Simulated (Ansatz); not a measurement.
The numbers come from plane-wave PAW DFT (Ansatz): r2SCAN, no spin polarisation, 500 eV, 6×6×6 Γ-centred k points, fermi-dirac occupations (width 0.0207 eV). Nothing was relaxed.

Computed maps in the lattice plane spanned by a (left to right, 4.30 Å, 13 points from zero) and c (bottom to top, 4.30 Å, 13 points from zero), 90° apart, at height 0.176 along b. The fields are smooth PAW ones with compensation charges, not the true ones near nuclei.

Valence density. Digits on a logarithmic scale: 0 up to 0.03 e/Å³, each further digit a factor of 1.6, 9 from 1.3 e/Å³ up:
```
2123469999753
2223469999753
3333467998654
4444556777654
6666567998666
9997679999867
9999799999978
9999799999988
9998789999877
7776668998766
5555566787655
3334467887654
2223469999753
```

Task: The cell is Nb₂Ga₉FeBi₂. Which atoms lie within 0.2 Å of this plane, and where (fractions of a and c)?

Result: Ga at (0.09, 0.41), Nb at (0.59, 0.41), Ga at (0.59, 0.91). The whole cell:
```
CELL_PARAMETERS angstrom
-3.03484 3.04092 0.00000
3.03484 0.00000 14.10769
3.03484 3.04092 0.00000
ATOMIC_POSITIONS crystal
Bi 0.20200 0.40400 0.79800
Bi 0.79800 0.59600 0.20200
Ga 0.25000 0.50000 0.25000
Ga 0.50000 0.00000 0.50000
Fe 0.00000 0.00000 0.00000
Ga 0.08800 0.17600 0.41200
Ga 0.41200 0.82400 0.08800
Nb 0.41200 0.82400 0.58800
Nb 0.58800 0.17600 0.41200
Ga 0.32400 0.64800 0.67600
Ga 0.67600 0.35200 0.32400
Ga 0.91200 0.82400 0.58800
Ga 0.58800 0.17600 0.91200
Ga 0.75000 0.50000 0.75000
```

Origin: a known structure type with other elements, at an estimated volume, so it need not be a known compound. Caveats: no spin polarisation, so a magnetic state may lie lower; atoms or cell far from equilibrium.
